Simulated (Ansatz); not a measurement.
The current through a thin insulator falls as exp(−2kd), with k the slowest decay constant of states in the gap.

sapphire serves as the reference. The Fermi level is put at mid-gap. Of the planes computed for each crystal, the one with the slowest decay is listed. Wanted: the thickness for 6 decades of attenuation, and how many decades a 2.0 nm film gains over the reference.

Computed with Ansatz, a plane-wave PAW program, with an older set of its potentials. plane, in the cell as filed, gap, decay constant k, slowest state: r²SCAN, complex band structure, on cells taken as filed or relaxed beforehand.

Not checked to be the ambient phase: Ta3N5 (Cmcm, oS32); SiO2 (P2₁3, cP24); BaTiO3 (Amm2, oS10). Cells under pressure at the level used (negative: too large): sapphire −7 GPa. Spin–orbit coupling is left out unless named; no shift is given for Ta3N5 (Cmcm, oS32), BaTiO3 (Amm2, oS10).

Model: decades per nm = 2k × 10 Å/ln 10 = 8.686 k; thickness = 6/(decades per nm); extra decades of a 2.0 nm film = 2.0 × (row − reference).

| crystal | plane, in the cell as filed | gap on the mesh (eV) | k at mid-gap (1/Å) | planes computed | slowest state | decades per nm | thickness (nm) | decades beyond the reference |
|---|---|---|---|---|---|---|---|---|
| sapphire (α-Al2O3), reference | (100) | 6.76 | 0.394 | 1 | at Γ | 3.422 | 1.75 | 0.0 |
| TiO2 (anatase) | (001) | 2.56 | 0.408 | 1 | off Γ | 3.544 | 1.69 | 0.2 |
| Ta3N5 (Cmcm, oS32) | (110) | 1.61 | 0.174 | 2 | off Γ | ? | ? | ? |
| SiO2 (P2₁3, cP24) | (001) | 6.43 | 0.547 | 1 | at Γ | ? | ? | ? |
| BaTiO3 (Amm2, oS10) | (100) | 2.56 | 0.290 | 1 | at Γ | ? | ? | ? |
| ZnS (zinc blende) | (110) | 2.70 | 0.176 | 1 | at Γ | 1.529 | 3.92 | −3.8 |

Task: Some entries are withheld; supply them.

Result: 
- SiO2 (P2₁3, cP24): decades per nm: 8.686 × 0.547 = 4.751; thickness: 6/4.751 = 1.26 nm; decades beyond the reference: 2.0 × (4.751 − 3.422) = 2.7.
- BaTiO3 (Amm2, oS10): decades per nm: 8.686 × 0.290 = 2.519; thickness: 6/2.519 = 2.38 nm; decades beyond the reference: 2.0 × (2.519 − 3.422) = −1.8.
- Ta3N5 (Cmcm, oS32): decades per nm: 8.686 × 0.174 = 1.511; thickness: 6/1.511 = 3.97 nm; decades beyond the reference: 2.0 × (1.511 − 3.422) = −3.8.

In order of decades per nm, highest first: SiO2 (P2₁3, cP24) (4.751 ± 0.29), TiO2 (3.544 ± 0.21) ≈ sapphire (3.422 ± 0.21), BaTiO3 (Amm2, oS10) (2.519 ± 0.15), ZnS (1.529 ± 0.092) ≈ Ta3N5 (Cmcm, oS32) (1.511 ± 0.091). The ± follows from allowances picked for this note (decay constant k 6 %), carried to first order and added in quadrature; ≈ joins neighbours closer than their two ± added in quadrature. On this figure 1 of 5 candidates do clearly better than the reference.

The gaps are the functional's own, as a rule smaller than measured ones, and k shrinks with them; planes not computed could decay more slowly; interface matching and symmetry filtering by the electrodes are not included. Where several phases of a formula are at hand, those over 0.1 eV/atom above the lowest were not drawn (by r²SCAN where it compared them, else by the largest value; a layered or molecular lowest phase counts only with a dispersion term); other phases could lie lower still. Crystals of Pb, Bi, Tl or Hg, those whose gap spin–orbit coupling moves by over 0.3 eV, and those of Te, I or Sb with no such test at hand were not drawn. Values belong to the structures named, which need not be the stable ones; other polymorphs differ. Rows were sampled with a lean to familiar crystals, related or not, whatever their agreement with measurement; tables with many equal figures were not kept. Limits of the draw: gap over 1 eV, no layered crystals, primitive or conventional cells alone; no unfamiliar magnets, and cubic perovskites only if shown or known to be stable. As a rule kept out of such tables: 4f compounds, open-shell compounds run without a Hubbard term, cells found unstable in the tests at hand, cells close to a higher symmetry, and runs set to a pressure or over 12 % in volume from the crystal's fullest run.
